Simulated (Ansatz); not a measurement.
Here is the system:

TePb:
```
TePb
1.0
    0.00000     3.64223     3.64223
    3.64223     0.00000     3.64223
    3.64223     3.64223     0.00000
Te Pb
1 1
Cartesian
  5.46334   5.46334   5.46334
  0.00000   0.00000   0.00000
```

This is the r²SCAN-relaxed structure. x, y and z are the axes in which the lattice vectors are written.

Problem. All from plane-wave PAW r²SCAN (Ansatz code), unless another level is named. Predict the piezoelectric stress constants (proper, relaxed ions, C/m²).

Solution. e14 = e25 = e36 = 0.38.

Problem. What about the bulk modulus (Birch–Murnaghan fit)?

Solution. 26.8 GPa.

Space group F-43m (zinc blende). A made-up cell: these elements were put on the sites of a structure type; neither database checked (COD, Materials Project) lists it. It is not the phase usual at ambient conditions (space group No. 225). The r²SCAN relaxation kept the symmetry of its start. At this level the phase is mechanically unstable. Spin–orbit coupling is left out wherever it is not named.

Potentials: the later of the program's two PAW sets.
